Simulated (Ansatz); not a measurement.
A geometry of MgSe away from equilibrium: step 2 of the relaxation of a generated cell, MgSe built in the AFLOW prototype AB_oC8_63_c_c (B33, as in CrB). All values below come from r2SCAN (plane waves to 500 eV, PAW, scalar-relativistic; Ansatz, a first-principles code). Γ-centred k-mesh 6×6×6 on the run's cell (coarser than for final values), Fermi–Dirac smearing 0.05 eV. The plane waves were selected for a different cell earlier on the path.

```yaml
crystal:
  lattice:
    - [2.03300, -5.56220, 0.00000]
    - [2.03300, 5.56220, 0.00000]
    - [0.00000, 0.00000, 4.23699]
  atoms:
    - { symbol: Mg, position: [0.57819, 0.42181, 0.25000] }
    - { symbol: Mg, position: [0.42181, 0.57819, 0.75000] }
    - { symbol: Se, position: [0.86213, 0.13787, 0.25000] }
    - { symbol: Se, position: [0.13787, 0.86213, 0.75000] }
```

What forces act on the atoms (eV/Å)?


```json
[
 {"atom": "Mg1", "Fx": "0.00", "Fy": "-1.98", "Fz": "0.00"},
 {"atom": "Mg2", "Fx": "0.00", "Fy": "1.98", "Fz": "0.00"},
 {"atom": "Se3", "Fx": "0.00", "Fy": "-0.48", "Fz": "0.00"},
 {"atom": "Se4", "Fx": "0.00", "Fy": "0.48", "Fz": "0.00"}
]
```

The path ends in Cmcm (No. 63). No spin polarisation in the result. Without a van der Waals term the distances between weakly bound units are poorly fixed.

The run could not lower the symmetry of its start; a shaken copy of this end point relaxes with r2SCAN to Fm-3m (No. 225), 0.125 eV/atom lower.

The end of the path is a generated cell of MgSe: the first start was made by placing the elements on the sites of a structure type, and the end was not matched to a known phase here, so it may be hypothetical. Known forms of MgSe include space group No. 225.
